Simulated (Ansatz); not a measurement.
BAs (zinc blende)

```yaml
crystal:
  lattice:
    - [0.00000, 2.40467, 2.40467]
    - [2.40467, 0.00000, 2.40467]
    - [2.40467, 2.40467, 0.00000]
  atoms:
    - { symbol: As, position: [0.75000, 0.75000, 0.75000] }
    - { symbol: B, position: [0.00000, 0.00000, 0.00000] }
```

The atoms are displaced by Q × the pattern below (from a DFPT mode at Γ, largest move 1; Q in Å), at fixed cell. It is one choice among 3 degenerate patterns.

```tsv
atom	x	y	z
As1	0.000	0.000	0.144
B2	0.000	0.000	-1.000
```

Calculation: PBE (plane waves to 420 eV, PAW, scalar-relativistic; Ansatz, a program for electronic structure). k mesh 12×12×12 (Γ-centred), Fermi-Dirac smearing 0.05 eV. The energy includes the smearing's −TS. BAs was relaxed with its symmetry unable to fall. ΔE is measured from the undisplaced structure.

| Q (Å) | ΔE (meV/cell) |
|---|---|
| -0.180 | withheld |
| -0.150 | 230 |
| -0.120 | 149 |
| -0.090 | 84 |
| -0.060 | 37 |
| -0.030 | 9 |
| 0.000 | 0 |
| 0.030 | 9 |
| 0.060 | 37 |
| 0.090 | 84 |
| 0.120 | 149 |
| 0.150 | 230 |
| 0.180 | withheld |

Question: Fit an even polynomial form (powers 2, 4) to the given rows and predict ΔE at Q = 0.180.

Answer: Least squares on the 11 given rows: ΔE = (10470)·Q² + (-10500)·Q⁴, in meV/cell with Q in Å; root-mean-square residual 0.4 meV/cell. At 0.180 the fit gives 328 meV/cell; the calculation gives 328 meV/cell, the same to the digits shown. The quadratic term alone would give 339 meV/cell.

(For displaced atoms, the force is minus the slope of the energy, and its curvature is a force constant, which sets phonon frequencies.)
